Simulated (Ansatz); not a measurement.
Relaxed PtS2 (CdI2 type):

```
PtS2
1.0
    7.11862     0.00000     0.00000
   -1.77966     3.08245     0.00000
    0.00000     0.00000     4.38472
Pt S
2 4
Direct
  0.00000   0.00000   0.00000
  0.50000   0.00000   0.00000
  0.33333   0.33333   0.27118
  0.83333   0.33333   0.27118
  0.16667   0.66667   0.72882
  0.66667   0.66667   0.72882
```

In each cell atom 6 (S, nearest neighbour Pt at 2.374 Å; its periodic images, 3.6 Å or more away, move with it) moves by s·(0.750, 0.433, 0.501) (towards the nearest neighbour), the rest being held.

Level of theory: PBEsol-D3(BJ) (plane waves to 420 eV, PAW, scalar-relativistic; Ansatz, a first-principles code). k mesh 6×12×9 (Γ-centred), Fermi-Dirac smearing 0.05 eV. Energies are smeared free energies. Stress and pressure are positive under compression. With partly filled bands, energies and forces of such displacements shift with the k mesh and the smearing. PtS2 is run without spin polarisation. PtS2 was relaxed with its symmetry unable to fall. Spin-orbit coupling is left out, though Pt is heavy. ΔE is measured from the undisplaced structure.

```json
[
 {"s (Å)": "-0.240", "P (GPa)": "-1.0", "ΔE (meV/cell)": "243"},
 {"s (Å)": "-0.192", "P (GPa)": "-1.0", "ΔE (meV/cell)": "?"},
 {"s (Å)": "-0.144", "P (GPa)": "-0.9", "ΔE (meV/cell)": "?"},
 {"s (Å)": "-0.096", "P (GPa)": "-0.7", "ΔE (meV/cell)": "46"},
 {"s (Å)": "-0.048", "P (GPa)": "-0.4", "ΔE (meV/cell)": "12"},
 {"s (Å)": "0.000", "P (GPa)": "0.0", "ΔE (meV/cell)": "0"},
 {"s (Å)": "0.048", "P (GPa)": "0.6", "ΔE (meV/cell)": "14"},
 {"s (Å)": "0.096", "P (GPa)": "1.2", "ΔE (meV/cell)": "59"},
 {"s (Å)": "0.144", "P (GPa)": "2.1", "ΔE (meV/cell)": "141"},
 {"s (Å)": "0.192", "P (GPa)": "3.2", "ΔE (meV/cell)": "266"},
 {"s (Å)": "0.240", "P (GPa)": "4.4", "ΔE (meV/cell)": "444"}
]
```

Task: Fill in the missing entries.

Result: 
- -0.192, ΔE (meV/cell): 165
- -0.144, ΔE (meV/cell): 99

(A displaced cell: forces are minus the slopes of the energy, force constants its curvatures, and phonons follow from these.)
